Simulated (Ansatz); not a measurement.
# Structure relaxation, Cr

The start is a relaxed Cr cell displaced along its unstable phonon at q = (½, 0, 0) of its primitive reciprocal cell (218i cm⁻¹), largest move 0.15 Å. The cell and all atomic positions are relaxed at zero pressure with PBE (plane waves to 420 eV, PAW, scalar-relativistic; Ansatz, an electronic-structure program). First-step values are on the input's coarse k-mesh.

Ansatz input (later rounds restart from its end on a renewed k-mesh):
Ansatz 0.2 input:
```yaml
crystal:
  lattice:
    - [0, 5.0954813164, 5.0954813164]
    - [2.5477406582, 0, 2.5477406582]
    - [2.5477406582, 2.5477406582, 0]
  atoms:
    - { symbol: Cr, position: [0.1504939234, 0.233004051, 0.233004051] }
    - { symbol: Cr, position: [0.5995060766, 0.266995949, 0.266995949] }
    - { symbol: Cr, position: [-0.0254939234, 0.016995949, 0.016995949] }
    - { symbol: Cr, position: [0.5254939234, -0.016995949, 0.983004051] }
basis: { ecutwfc: 420, ecutrho_ratio: 4, xc_grid: 2, fft_grid_basis: typed }
kpoints: { mp_grid: { grid: [11, 11, 11] } }
hamiltonian:
  xc: pbe
  dispersion: none
  pseudopotentials: { azcp: { folder: ./paw }, kind: paw }
scf: { occupations: { method: fermi_dirac, width: 0.05 } }
relax: { f_tol: 0.01, max_steps: 100, cell: { stress_tol: 0.02 } }
output: { forces: true, stress: true }
```

How does the volume change?

-21.2 %, from 16.54 to 13.03 Å³/atom.

Does it find its way back to the structure it was made from?

It does not go back: it reaches R-3m (No. 166), 1.51 eV/atom below the parent.

How do the shortest distances between atoms change?

The closest pairs of elements (up to four, under 3.6 Å), start → end: Cr–Cr 2.13 → 2.31 Å.

What band gap does the relaxed structure have at this level?

No gap (metallic).

Final values are on a 15×15×15 k-mesh of the relaxed cell. No spin polarisation in the result. A magnetic state may lie lower.

The run could not lose the symmetry of its start: the end is stationary, and may be a saddle point rather than a minimum.

The relaxed structure here is a generated cell of Cr: the first start was made by placing the elements on the sites of a structure type, and the end was not matched to a known phase here, so it may be hypothetical. Known forms of Cr include space group No. 229.
